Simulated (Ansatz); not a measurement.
KCu$_{4}$Se$_{3}$:
```cif
data_Cu4KSe3
_chemical_formula_sum 'Cu4 Se3 K1'
_space_group_name_H-M_alt 'P4/mmm'
_space_group_IT_number 123
_space_group_name_Hall '-P 4 2'
_cell_length_a 3.92013
_cell_length_b 3.92013
_cell_length_c 9.74567
_cell_angle_alpha 90.000
_cell_angle_beta 90.000
_cell_angle_gamma 90.000
loop_
_atom_site_label
_atom_site_type_symbol
_atom_site_symmetry_multiplicity
_atom_site_Wyckoff_symbol
_atom_site_fract_x
_atom_site_fract_y
_atom_site_fract_z
_atom_site_occupancy
Cu1 Cu 4 i 0.00000 0.50000 0.16177 1
Se1 Se 1 c 0.50000 0.50000 0.00000 1
Se2 Se 2 g 0.00000 0.00000 0.30356 1
K1 K 1 d 0.50000 0.50000 0.50000 1
```

Relaxed with PBEsol.

**Question.** Tabulate the valence density and the electron localisation function along the shortest Se–K contact (3.37 Å), the program Ansatz at the PBEsol level (PAW).

**Answer.** 

```
distance from Se (Å)  density (e/Å³)   ELF
--------------------  --------------  ----
0.34                           16.60  0.36
0.51                            5.74  0.62
0.67                            1.95  0.77
0.84                            0.85  0.81
1.01                            0.52  0.80
1.18                            0.31  0.76
1.35                            0.19  0.66
1.52                            0.12  0.39
1.68                            0.08  0.11
1.85                            0.07  0.04
2.02                            0.09  0.06
2.19                            0.17  0.28
2.36                            0.41  0.67
2.53                            0.95  0.84
2.70                            1.93  0.88
2.86                            3.16  0.86
3.03                            4.04  0.77
```

The density is the valence pseudo-density with augmentation charge, so density and ELF within about 1 Å of a nucleus are not all-electron values.

The workflow started from an entry of the Crystallography Open Database (COD, 293 K). Its standing as an ambient phase is unchecked. The cell was relaxed with PBEsol under the symmetry of its start; its stability against distortions is not shown here. No spin polarisation was allowed.

Potentials: the later of the program's two PAW sets.
